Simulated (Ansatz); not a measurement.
Si$_{2}$Mo:
```yaml
crystal:
  lattice:
    - [4.58421, 0.00000, 0.00000]
    - [-2.29210, 3.97004, 0.00000]
    - [0.00000, 0.00000, 6.57628]
  atoms:
    - { symbol: Si, position: [0.16386, 0.83614, 0.83333] }
    - { symbol: Si, position: [0.32771, 0.16386, 0.16667] }
    - { symbol: Si, position: [0.16386, 0.32771, 0.50000] }
    - { symbol: Si, position: [0.83614, 0.16386, 0.83333] }
    - { symbol: Si, position: [0.67229, 0.83614, 0.16667] }
    - { symbol: Si, position: [0.83614, 0.67229, 0.50000] }
    - { symbol: Mo, position: [0.50000, 0.00000, 0.50000] }
    - { symbol: Mo, position: [0.50000, 0.50000, 0.83333] }
    - { symbol: Mo, position: [0.00000, 0.50000, 0.16667] }
```

r²SCAN in the plane-wave PAW code Ansatz gives a gap of 0.16 eV without spin–orbit coupling, maximum at L, minimum at M.

**Question.** What happens when spin–orbit coupling is switched on?

**Answer.** The gap decreases by 0.01 eV, to 0.15 eV; maximum at L, minimum at M.

**Question.** Give the hole effective mass with spin–orbit coupling.

**Answer.** 0.43, 0.46, 0.56 mₑ (principal values).

Space group P6_222. The workflow started from a Materials Project entry (that database holds measured and hypothetical structures alike); the Crystallography Open Database copy checked does not list it. It is not the phase usual at ambient conditions (space group No. 139). Symmetry was held in the r²SCAN relaxation; its stability against distortions is not shown here. No spin polarisation was allowed.

Potentials: the later of the program's two PAW sets.
